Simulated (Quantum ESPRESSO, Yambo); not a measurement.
# Levels of theory for the gap of AgI

AgI (zinc blende, space group F-43m, No. 216): one geometry, one set of norm-conserving PBEsol (Quantum ESPRESSO, 82 Ry, with spin-orbit coupling) orbitals, self-energies from Yambo (4×4×4 Γ-centred k mesh, bands 9 to 152 and a 6 Ry block in the screening, 152 bands in G with the Bruneval-Gonze terminator, plasmon pole fitted at 27.2 eV).

Cell and atoms were relaxed with PBEsol from Materials Project entry mp-22925, within its symmetry.

```csv
level,gap Γ → Γ (eV),rough Yambo cost
PBEsol (Quantum ESPRESSO),0.97,–
exchange only (Hartree-Fock self-energy on PBEsol orbitals),8.17,about 1/10 (11 states)
static COHSEX@PBEsol,2.41,within a factor of two (2 states)
"G0W0@PBEsol, plasmon pole",2.08,1 (11 states)
```

Bare exchange has no screening and gives the widest gap; static COHSEX screens it but leaves out the frequency dependence, which G0W0 restores.

Costs are rough ratios of core time on shared machines.

Nearest settings tried, and what they do to the gap: 74 bands in W: +110 meV. Not varied: bands in G, block, mesh. So the settings aren't converged at that level.
